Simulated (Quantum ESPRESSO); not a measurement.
## BSi3C3N (input and log of a self-consistent run)

Simulated, not a measurement. The program is pw.x of Quantum ESPRESSO 7.5 (plane-wave density functional theory). The cell is made up: 8 atoms on a zincblende/diamond lattice, with randomly drawn elements, strain and displacements, not relaxed. PseudoDojo standard norm-conserving files (v0.5 for PBE, v0.4.1 for LDA and PBEsol) set the functional; there is no spin polarisation, spin-orbit coupling or dispersion term, and the masses in the input are unused placeholders.

Input:

```
&control calculation='scf', pseudo_dir='./dojo.nc.sr.pbe.v0_5.standard.upf', outdir='./o', disk_io='medium', tprnfor=.true., tstress=.true. /
&system ibrav=0, nat=8, ntyp=4, nbnd=22, ecutwfc=84.00895049, nosym=.true., tot_charge=0,
 occupations='smearing', smearing='fd', degauss=0.0018374661
/
&electrons conv_thr=7.350e-09, electron_maxstep=60, /
ATOMIC_SPECIES
B 1.0 B.upf
C 1.0 C.upf
N 1.0 N.upf
Si 1.0 Si.upf
CELL_PARAMETERS angstrom
4.4468 0.0626 0.0282
0.0626 4.5108 -0.0655
0.0282 -0.0655 4.479
ATOMIC_POSITIONS angstrom
B 0.0142 -0.0849 -0.0773
Si -0.1141 2.3589 2.1335
Si 2.3306 -0.0798 2.3459
Si 2.1844 2.2722 0.0965
C 1.0745 1.2745 1.2225
C 1.0993 3.2889 3.2193
C 3.3498 1.1434 3.3925
N 3.367 3.313 1.1466
K_POINTS automatic
4 4 4 1 1 1
```

The log is shortened where brackets say so; the opening notice, blank lines, dates and the lines on written files are dropped, and the path of the files is cut. It prints rydbergs, bohrs and kilobars, and counts compression as positive stress. With no partly filled state, the Fermi energy that it prints is only some level between the filled and the empty states on the mesh, and need not lie in the true gap.

```
     Program PWSCF v.7.5
     Parallel version (MPI & OpenMP), running on       1 processor cores
     Number of MPI processes:                 1
     Threads/MPI process:                     1
     [start-up lines left out]
     bravais-lattice index     =            0
     lattice parameter (alat)  =       8.4042  a.u.
     unit-cell volume          =     606.0148 (a.u.)^3
     number of atoms/cell      =            8
     number of atomic types    =            4
     number of electrons       =        32.00
     number of Kohn-Sham states=           22
     kinetic-energy cutoff     =      84.0090  Ry
     charge density cutoff     =     336.0358  Ry
     scf convergence threshold =      7.3E-09
     mixing beta               =       0.7000
     number of iterations used =            8  plain     mixing
     Exchange-correlation= PBE
                           (   1   4   3   4   0   0   0)
     [axes and pseudopotential details left out]
   Cartesian axes
     site n.     atom                  positions (alat units)
         1        B      tau(   1) = (   0.0031929  -0.0190901  -0.0173812  )
         2        Si     tau(   2) = (  -0.0256558   0.5304081   0.4797260  )
         3        Si     tau(   3) = (   0.5240448  -0.0179434   0.5274850  )
         4        Si     tau(   4) = (   0.4911711   0.5109133   0.0216984  )
         5        C      tau(   5) = (   0.2416056   0.2865764   0.2748840  )
         6        C      tau(   6) = (   0.2471820   0.7395224   0.7238725  )
         7        C      tau(   7) = (   0.7532160   0.2570981   0.7628172  )
         8        N      tau(   8) = (   0.7570835   0.7449413   0.2578176  )
     number of k points=    32  Fermi-Dirac smearing, width (Ry)=  0.0018
                       cart. coord. in units 2pi/alat
        k(    1) = (   0.1224847   0.1233586   0.1251490), wk =   0.0625000
        k(    2) = (   0.1208590   0.1269866   0.3734446), wk =   0.0625000
     [further k points left out]
     Dense  grid:    63095 G-vectors     FFT dimensions: (  50,  50,  50)
     Estimated max dynamical RAM per process >      71.13 MB
     Initial potential from superposition of free atoms
     starting charge      31.9978, renormalised to      32.0000
     Starting wfcs are   32 randomized atomic wfcs
     total cpu time spent up to now is        4.3 secs
     per-process dynamical memory:    54.8 Mb
     Self-consistent Calculation
     iteration #  1     ecut=    84.01 Ry     beta= 0.70
     Davidson diagonalization with overlap
     ethr =  1.00E-02,  avg # of iterations =  3.0
     total cpu time spent up to now is       14.3 secs
     total energy              =     -87.39787917 Ry
     estimated scf accuracy    <       1.56182171 Ry
     iteration #  2     ecut=    84.01 Ry     beta= 0.70
     Davidson diagonalization with overlap
     ethr =  4.88E-03,  avg # of iterations =  2.4
     total cpu time spent up to now is       21.3 secs
     total energy              =     -87.79569657 Ry
     estimated scf accuracy    <       1.29260980 Ry
     iteration #  3     ecut=    84.01 Ry     beta= 0.70
     Davidson diagonalization with overlap
     ethr =  4.04E-03,  avg # of iterations =  2.0
     total cpu time spent up to now is       27.4 secs
     total energy              =     -88.00225156 Ry
     estimated scf accuracy    <       0.06728468 Ry
     iteration #  4     ecut=    84.01 Ry     beta= 0.70
     Davidson diagonalization with overlap
     ethr =  2.10E-04,  avg # of iterations =  4.3
     total cpu time spent up to now is       38.2 secs
     total energy              =     -88.02982749 Ry
     estimated scf accuracy    <       0.00423560 Ry
     iteration #  5     ecut=    84.01 Ry     beta= 0.70
     Davidson diagonalization with overlap
     c_bands:  1 eigenvalues not converged
     c_bands:  1 eigenvalues not converged
     ethr =  1.32E-05,  avg # of iterations = 10.5
     total cpu time spent up to now is       50.8 secs
     total energy              =     -88.03091436 Ry
     estimated scf accuracy    <       0.00270027 Ry
     [iterations 6 to 8 left out]
     iteration #  9     ecut=    84.01 Ry     beta= 0.70
     Davidson diagonalization with overlap
     ethr =  2.55E-08,  avg # of iterations =  2.7
     total cpu time spent up to now is       75.1 secs
     total energy              =     -88.03114748 Ry
     estimated scf accuracy    <       0.00000393 Ry
     iteration # 10     ecut=    84.01 Ry     beta= 0.70
     Davidson diagonalization with overlap
     ethr =  1.23E-08,  avg # of iterations =  2.0
     total cpu time spent up to now is       82.5 secs
     total energy              =     -88.03114809 Ry
     estimated scf accuracy    <       0.00000010 Ry
     iteration # 11     ecut=    84.01 Ry     beta= 0.70
     Davidson diagonalization with overlap
     ethr =  3.13E-10,  avg # of iterations =  4.8
     total cpu time spent up to now is       90.9 secs
     total energy              =     -88.03114817 Ry
     estimated scf accuracy    <       0.00000002 Ry
     iteration # 12     ecut=    84.01 Ry     beta= 0.70
     Davidson diagonalization with overlap
     ethr =  7.08E-11,  avg # of iterations =  2.3
     total cpu time spent up to now is       96.7 secs
     total energy              =     -88.03114817 Ry
     estimated scf accuracy    <       0.00000001 Ry
     iteration # 13     ecut=    84.01 Ry     beta= 0.70
     Davidson diagonalization with overlap
     ethr =  3.37E-11,  avg # of iterations =  2.0
     total cpu time spent up to now is      103.9 secs
     End of self-consistent calculation
          k = 0.1225 0.1234 0.1251 (  7885 PWs)   bands (ev):
    -9.6333  -5.0939  -2.8347  -2.3038  -0.4418   0.0950   0.8885   2.4303
     3.0994   3.8514   4.3148   4.4039   5.2493   6.3400   7.1380   7.4101
     9.0108   9.8989  10.3496  11.2477  12.3173  12.7836
     [levels at the other k points left out]
     the Fermi energy is     8.4156 ev
!    total energy              =     -88.03114817 Ry
     estimated scf accuracy    <          6.9E-10 Ry
     smearing contrib. (-TS)   =      -0.00000000 Ry
     internal energy E=F+TS    =     -88.03114817 Ry
     The total energy is F=E-TS. E is the sum of the following terms:
     one-electron contribution =       9.99964950 Ry
     hartree contribution      =      13.21467365 Ry
     xc contribution           =     -30.35494671 Ry
     ewald contribution        =     -80.89052461 Ry
     convergence has been achieved in  13 iterations
     Forces acting on atoms (cartesian axes, Ry/au):
     atom    1 type  1   force =     0.04122165    0.09011065   -0.05183616
     atom    2 type  4   force =     0.13525466   -0.17680746    0.13013556
     atom    3 type  4   force =    -0.11472740    0.10237815   -0.00673737
     atom    4 type  4   force =    -0.03036536   -0.04587257   -0.08992466
     atom    5 type  2   force =     0.02225216   -0.12200504   -0.05817128
     atom    6 type  2   force =     0.00613145    0.08548884    0.12440068
     atom    7 type  2   force =     0.02429463   -0.04830916    0.04302795
     atom    8 type  3   force =    -0.08406179    0.11501659   -0.09089473
     Total force =     0.434415     Total SCF correction =     0.000022
     Computing stress (Cartesian axis) and pressure
          total   stress  (Ry/bohr**3)                   (kbar)     P=     -213.39
  -0.00123351  -0.00018786   0.00004402         -181.46      -27.63        6.48
  -0.00018786  -0.00169318   0.00012557          -27.63     -249.08       18.47
   0.00004402   0.00012557  -0.00142509            6.48       18.47     -209.64
     init_run     :      4.19s CPU      4.27s WALL (       1 calls)
     electrons    :     90.56s CPU     99.59s WALL (       1 calls)
     forces       :      1.60s CPU      1.63s WALL (       1 calls)
     stress       :      6.18s CPU      6.24s WALL (       1 calls)
     [timing details left out]
     PWSCF        :   1m42.64s CPU   1m51.92s WALL
     JOB DONE.
```

In other units: free energy -1197.725 eV for the cell, pressure -21.34 GPa, largest force component 4.546 eV/Å. A rerun of a related cell, with the same atoms placed differently, at 1437 eV and a 6 x 6 x 6 mesh moved values by no more than 0.005 eV in energy, 0.03 GPa in stress and 0.005 eV/Å in force.